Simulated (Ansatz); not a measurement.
This run works on a generated trial structure, not on a known crystal.

Input and command of a plane-wave DFT calculation in Ansatz:

```yaml
crystal:
  lattice:
    - [5.99408003, 0.0, 0.0]
    - [-2.99704001, 5.19102558, 0.0]
    - [0.0, 0.0, 11.60765604]
  atoms:
    - { symbol: "Y", position: [0.33333333, 0.66666667, 0.25] }
    - { symbol: "Y", position: [0.66666667, 0.33333333, 0.75] }
    - { symbol: Ta, position: [0.0, 0.0, 0.0] }
    - { symbol: Ta, position: [0.0, 0.0, 0.5] }
    - { symbol: Te, position: [0.33333333, 0.66666667, 0.54201218] }
    - { symbol: Te, position: [0.66666667, 0.33333333, 0.04201218] }
    - { symbol: Te, position: [0.66666667, 0.33333333, 0.45798782] }
    - { symbol: Te, position: [0.33333333, 0.66666667, 0.95798782] }
    - { symbol: I, position: [0.0, 0.0, 0.25] }
    - { symbol: I, position: [0.0, 0.0, 0.75] }
basis:
  ecutwfc: 420
kpoints:
  mp_grid: { grid: [3, 3, 2] }
hamiltonian:
  xc: pbe
scf:
  occupations: { method: gaussian, width: 0.2 }
  lower_state_search: "off"
output:
  forces: true
  stress: true
  eigenvalues: true
relax:
  adjacent_minimum: "off"
  f_tol: 0.08
  max_steps: 16
  cell: { stress_tol: 0.8 }
```

```bash
ansatz run input.yaml --threads 1 --pin off --max-ram 2560MiB --backend cpu --events-out ev --progress --plain --runs-dir out
```

Processor: Arm Neoverse V1, 1 thread, on a host shared with other jobs.

**Question.** Estimate time, memory and problem size.

**Answer.** About 100 s, peak memory 0.71 GiB. It solves 88 bands at 6 k points (after reduction by symmetry) with about 5131 plane waves (on the last cell), in 48 SCF iterations over 7 ionic steps.
